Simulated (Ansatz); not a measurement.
Tc:
```
CELL_PARAMETERS angstrom
      2.72423     0.00000     0.00000
     -1.36211     2.35925     0.00000
      0.00000     0.00000     4.35766
ATOMIC_POSITIONS crystal
  Tc 0.33333 0.66667 0.75000
  Tc 0.66667 0.33333 0.25000
```

Relaxed with PBEsol. Special points in fractions of this cell's reciprocal vectors: Γ (0.000, 0.000, 0.000); M (0.500, 0.000, 0.000); K (0.333, 0.333, 0.000); A (0.000, 0.000, 0.500); L (0.500, 0.000, 0.500); H (0.333, 0.333, 0.500).

Q: List the band energies nearest the Fermi level at these points for PBEsol in the plane-wave PAW code Ansatz.

A: In eV from the Fermi level; about four levels below and three above (degenerate sets whole), none deeper than 8.9 eV; … stands for higher levels left out; points with the same levels are listed once.

```csv
k,below,above
Γ,-0.83 -0.83 -0.12 -0.12,1.77 …
M,-1.96 -1.13 -0.92 -0.47,3.06 3.50 3.51
K,-2.96 -1.91 -1.91 0.00,2.43 2.43 2.87
A,-1.73 -1.73 -1.73 -1.73,…
L,-5.44 -5.44 -3.78 -3.78,0.15 0.15 1.49 1.49
H,-1.79 -1.79 -0.07 -0.07,2.73 2.73 …
```

Space group P6_3/mmc (hcp (Mg type)). The PBEsol relaxation kept the symmetry of its start. The run is not spin-polarised. Spin–orbit coupling is left out wherever it is not named.

Potentials: the later of the program's two PAW sets.
